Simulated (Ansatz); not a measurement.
## Computed properties of BaTiO₃

BaTiO₃:
```yaml
crystal:
  lattice:
    - [0.00000, 2.79393, -2.79909]
    - [0.00000, 2.79393, 2.79909]
    - [3.92323, 0.00000, 0.00000]
  atoms:
    - { symbol: Ba, position: [0.99831, 0.00169, 0.00000] }
    - { symbol: Ti, position: [0.48809, 0.51191, 0.50000] }
    - { symbol: O, position: [0.50895, 0.98533, 0.50000] }
    - { symbol: O, position: [0.01467, 0.49105, 0.50000] }
    - { symbol: O, position: [0.51010, 0.48990, 0.00000] }
```

Space group Amm2 (No. 38); conventional cell a = 3.923 Å, b = 5.588 Å, c = 5.598 Å, α = 90.00°, β = 90.00°, γ = 90.00°.

Method: the program Ansatz at the LDA level (PAW). The cell and atoms are relaxed at this level. Other levels are named where they apply.

Cell and energy:

```yaml
volume_per_atom: 12.27 Å³
density: 6.31 g/cm³
Formation energy from the elements (no fitted shifts): -3.33 eV/atom
```

Electronic structure:

```yaml
band_gap: 2.03 eV (indirect)
valence_band_maximum: at T (k = 0.500, 0.500, 0.500 in fractions of the reciprocal vectors)
conduction_band_minimum: at Γ
smallest_direct_gap_on_the_standard_path: 2.22 eV
electron_effective_mass: 0.42, 0.69, 1.00 mₑ (principal values)
hole_effective_mass: 0.81, 1.4, 2.6 mₑ (principal values)
```

Mechanics:

```yaml
Bulk modulus (Birch–Murnaghan fit): 149 GPa
Pressure derivative B′: 8.5
```

Dielectric response:

```yaml
Electronic dielectric constant ε∞ (DFPT): 6.50 (xx), 6.30 (yy), 6.03 (zz)
Born charges (a third of the trace): Ba +2.80, Ti +6.69, O -3.25 to -3.12 e
Largest static χ(2) component: 42 pm/V
```

Phonons:

```yaml
Highest zone-centre frequency (without LO–TO term): 511 cm⁻¹
zone_centre_stability: unstable, softest mode 69i cm⁻¹
```

This is a known low-temperature phase of the composition, computed here at zero pressure and temperature. The LDA relaxation kept the symmetry of its start. The run is not spin-polarised. The references are the lowest solids computed at this level, not always the standard phases (solids in place of the gases). Scalar-relativistic: spin–orbit coupling is off unless named, which matters more the heavier the elements.

Potentials: the later of the program's two PAW sets.
